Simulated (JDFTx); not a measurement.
An input for JDFTx (a modified build) (Rh(100), CANDLE, water, 1 M NaCl; bohr, hartree) and the course of its log:

```
lattice \
  5.0856823471 0.0000000000 0.0000000000 \
  0.0000000000 5.0856823471 0.0000000000 \
  0.0000000000 0.0000000000 44.5975365412
coords-type Lattice
ion Rh 0.0000000000 0.0000000000 -0.1612699150 0
ion Rh 0.5000000000 0.5000000000 -0.0806349580 0
ion Rh 0.0000000000 0.0000000000 0.0000000000 0
ion Rh 0.5000000000 0.5000000000 0.0806349580 0
ion Rh 0.0000000000 0.0000000000 0.1612699150 0
ion-species pseudo/rh_pbe_v1.4.upf
elec-cutoff 20 100
elec-ex-corr gga-PBE
coulomb-interaction Slab 001
coulomb-truncation-embed 0 0 0
kpoint-folding 8 8 1
elec-smearing Fermi 0.01
elec-n-bands 50
electronic-scf nIterations 100 energyDiffThreshold 1e-08
fluid LinearPCM
pcm-variant CANDLE
fluid-solvent H2O
fluid-cation Na+ 1
fluid-anion Cl- 1
fluid-minimize nIterations 400 knormThreshold 1e-11
wavefunction read vac.wfns
elec-initial-eigenvals vac.eigenvals
dump-name f0.$VAR
dump End State Ecomponents EigStats BandEigs Forces ElecDensity IonicPositions Fillings Kpoints Dtot FluidDebug BoundCharge FluidDensity
```

```
[one cycle in 5 is shown, and the last three; fluid-solver lines are left out]
	FillingsUpdate:  mu: -0.176888226  nElectrons: 75.000000
SCF: Cycle:  0   F: -407.812248757231771   dF: +4.651e-05   |Residual|: 1.602e-03   |deigs|: 1.550e-04
	FillingsUpdate:  mu: -0.174586475  nElectrons: 75.000000
SCF: Cycle:  5   F: -407.812326786248093   dF: -6.974e-06   |Residual|: 3.140e-04   |deigs|: 5.366e-04
	FillingsUpdate:  mu: -0.173521982  nElectrons: 75.000000
SCF: Cycle: 10   F: -407.812327527658567   dF: +1.694e-06   |Residual|: 3.129e-04   |deigs|: 4.224e-04
	FillingsUpdate:  mu: -0.173472631  nElectrons: 75.000000
SCF: Cycle: 15   F: -407.812329347306218   dF: -1.657e-08   |Residual|: 8.174e-05   |deigs|: 2.125e-04
	FillingsUpdate:  mu: -0.173479425  nElectrons: 75.000000
SCF: Cycle: 20   F: -407.812329433864477   dF: -4.798e-09   |Residual|: 2.644e-05   |deigs|: 3.204e-05
	FillingsUpdate:  mu: -0.173463402  nElectrons: 75.000000
SCF: Cycle: 25   F: -407.812329443987039   dF: -2.380e-07   |Residual|: 1.262e-05   |deigs|: 3.082e-05
	FillingsUpdate:  mu: -0.173486474  nElectrons: 75.000000
SCF: Cycle: 30   F: -407.812329347018760   dF: +9.446e-08   |Residual|: 6.712e-05   |deigs|: 2.751e-05
	FillingsUpdate:  mu: -0.173435315  nElectrons: 75.000000
SCF: Cycle: 35   F: -407.812329339977680   dF: +1.028e-07   |Residual|: 5.767e-05   |deigs|: 4.191e-05
	FillingsUpdate:  mu: -0.173455713  nElectrons: 75.000000
SCF: Cycle: 40   F: -407.812329372022077   dF: +7.569e-08   |Residual|: 5.610e-05   |deigs|: 1.922e-05
	FillingsUpdate:  mu: -0.173454495  nElectrons: 75.000000
SCF: Cycle: 45   F: -407.812329361284185   dF: +8.487e-08   |Residual|: 5.766e-05   |deigs|: 2.187e-05
	FillingsUpdate:  mu: -0.173459013  nElectrons: 75.000000
SCF: Cycle: 50   F: -407.812329436064886   dF: -5.168e-08   |Residual|: 2.609e-05   |deigs|: 2.442e-05
	FillingsUpdate:  mu: -0.173457076  nElectrons: 75.000000
SCF: Cycle: 55   F: -407.812329439092707   dF: -9.639e-08   |Residual|: 2.302e-05   |deigs|: 2.230e-05
	FillingsUpdate:  mu: -0.173476833  nElectrons: 75.000000
SCF: Cycle: 60   F: -407.812329445866851   dF: -8.999e-09   |Residual|: 1.274e-05   |deigs|: 1.814e-05
	FillingsUpdate:  mu: -0.173476137  nElectrons: 75.000000
SCF: Cycle: 65   F: -407.812329445882938   dF: -9.188e-09   |Residual|: 1.274e-05   |deigs|: 1.921e-05
	FillingsUpdate:  mu: -0.173476226  nElectrons: 75.000000
SCF: Cycle: 70   F: -407.812329447044533   dF: -2.155e-08   |Residual|: 1.770e-05   |deigs|: 2.431e-05
	FillingsUpdate:  mu: -0.173461673  nElectrons: 75.000000
SCF: Cycle: 75   F: -407.812329443811564   dF: -5.062e-08   |Residual|: 1.381e-05   |deigs|: 1.791e-05
	FillingsUpdate:  mu: -0.173457173  nElectrons: 75.000000
SCF: Cycle: 80   F: -407.812329437062601   dF: -1.011e-07   |Residual|: 2.561e-05   |deigs|: 2.105e-05
	FillingsUpdate:  mu: -0.173448965  nElectrons: 75.000000
SCF: Cycle: 85   F: -407.812329401193324   dF: +2.917e-08   |Residual|: 5.323e-05   |deigs|: 3.886e-05
	FillingsUpdate:  mu: -0.173442619  nElectrons: 75.000000
SCF: Cycle: 90   F: -407.812329339987571   dF: +1.054e-07   |Residual|: 6.199e-05   |deigs|: 3.278e-05
	FillingsUpdate:  mu: -0.173459293  nElectrons: 75.000000
SCF: Cycle: 95   F: -407.812329443416616   dF: -8.267e-08   |Residual|: 1.754e-05   |deigs|: 3.262e-05
	FillingsUpdate:  mu: -0.173456445  nElectrons: 75.000000
SCF: Cycle: 97   F: -407.812329429302906   dF: -4.802e-08   |Residual|: 3.400e-05   |deigs|: 2.401e-05
	FillingsUpdate:  mu: -0.173474202  nElectrons: 75.000000
SCF: Cycle: 98   F: -407.812329447161233   dF: -1.786e-08   |Residual|: 1.521e-05   |deigs|: 1.751e-05
	FillingsUpdate:  mu: -0.173458215  nElectrons: 75.000000
SCF: Cycle: 99   F: -407.812329385206624   dF: +6.195e-08   |Residual|: 5.154e-05   |deigs|: 1.615e-05
SCF: None of the convergence criteria satisfied after 100 iterations.
IonicMinimize: Iter:   0  F: -407.812329385206624  |grad|_K:  0.000e+00
IonicMinimize: Converged (|grad|_K<1.000000e-04).
```

This run gave no converged result. The loop ran out of cycles short of its threshold. It has stalled and not diverged: the last ten energies span 1e-07 Ha, so the total is near its end, but levels, forces and charges aren't shown converged.
